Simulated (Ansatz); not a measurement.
Ta (bcc (W type)), relaxed and computed with several functionals in Ansatz (plane waves, PAW). Much of their spread follows the volume that each gives.

```json
[
 {"functional": "r²SCAN", "V (Å³/atom)": "18.05", "B₀ by P(V) fit (GPa)": "?"},
 {"functional": "PBEsol", "V (Å³/atom)": "17.67", "B₀ by P(V) fit (GPa)": "210"},
 {"functional": "PBE", "V (Å³/atom)": "18.28", "B₀ by P(V) fit (GPa)": "196"},
 {"functional": "LDA", "V (Å³/atom)": "17.21", "B₀ by P(V) fit (GPa)": "220"},
 {"functional": "r²SCAN+D4", "V (Å³/atom)": "17.98", "B₀ by P(V) fit (GPa)": "204"},
 {"functional": "PBE+D3(BJ)", "V (Å³/atom)": "17.73", "B₀ by P(V) fit (GPa)": "208"}
]
```

Fit a straight line to ln B₀ against ln V and predict the withheld value.

Least squares on the 5 shown rows: ln B₀ = -1.88 × ln V + (10.745), with a scatter of 0 %. For r²SCAN this gives 202. The run itself gave 202, within the scatter.

All cells were relaxed under the symmetry of their starts (and spin orders); stability against distortions was not tested throughout. Rows with no word on spin ran without spin polarisation. Spin–orbit coupling is left out wherever it is not named.

Potentials: the later of the program's two PAW sets.

Ansatz (a first-principles code) is a plane-wave DFT program.
